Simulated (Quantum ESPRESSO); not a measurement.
An isovalent swap in KI: field gradients

Host, cell and atoms relaxed with PBE and no dispersion term (field gradients by a PBE PAW density (pw.x of a modified build of Quantum ESPRESSO, JTH datasets) with the all-electron reconstruction of Petrilli and co-workers, 20 Ha, k-mesh 3×3×3 through Γ):

| site | site symmetry | Vzz (10²¹ V/m²) | η_Q | ∣C_Q∣ (MHz) |
|---|---|---|---|---|
| K (atoms 1, 3, 5, 7) | m-3m | 0 | – | 0 (³⁹K) |
| I (atoms 2, 4, 6, 8) | m-3m | 0 | – | 0 (¹²⁷I) |

Its cell: a = b = c = 7.187 Å, α = β = γ = 90.00°.

Changed cell (atom 1 is the new one; 20 Ha, k-mesh 3×3×3 through Γ):

```yaml
crystal:
  lattice:
    - [7.27480, 0.00000, 0.00000]
    - [0.00000, 7.27480, 0.00000]
    - [0.00000, 0.00000, 7.27480]
  atoms:
    - { symbol: Rb, position: [0.00000, 0.00000, 0.00000] }
    - { symbol: I, position: [0.50000, 0.00000, 0.00000] }
    - { symbol: K, position: [0.00000, 0.50000, 0.50000] }
    - { symbol: I, position: [0.50000, 0.50000, 0.50000] }
    - { symbol: K, position: [0.50000, 0.00000, 0.50000] }
    - { symbol: I, position: [0.00000, 0.00000, 0.50000] }
    - { symbol: K, position: [0.50000, 0.50000, 0.00000] }
    - { symbol: I, position: [0.00000, 0.50000, 0.00000] }
```
The cell was made here from a computed Materials Project entry: one of 4 K replaced by Rb, cell and atoms relaxed (PBE without dispersion, pw.x of Quantum ESPRESSO, symmetry kept). The parent is KI in Fm-3m. The swapped cell is a model, not a known phase. Stability against distortions was not tested.

Quadrupole moments taken as inputs (sizes, barn, from the tables of PySCF and pymatgen): ³⁹K 0.0585, ¹²⁷I 0.696, ⁸⁵Rb 0.276.

Principal values are ordered |Vxx| ≤ |Vyy| ≤ |Vzz|, η = (Vxx − Vyy)/Vzz, and C_Q = eQVzz/h is given by its size. Cores are frozen. I had no test against all-electron runs. Spin–orbit coupling is left out, a limit on I. Static lattice: thermal averaging is not included.

Question: What do the sites of the changed cell show?

Answer: 
| site | distance to atom 1 (Å) | Vzz (10²¹ V/m²) | η_Q | ∣C_Q∣ (MHz) |
|---|---|---|---|---|
| Rb (atom 1) | – | 0 | – | 0 |
| I1 (atoms 2, 6, 8) | 3.64 | -3.14 | 0.00 | 52.8 |
| K (atoms 3, 5, 7) | 5.14 | under 0.2 | – | under 0.27 |
| I2 (atom 4) | 6.30 | 0 | – | 0 |
The swap repeats in every cell, so this is an ordered compound and not a dilute impurity.
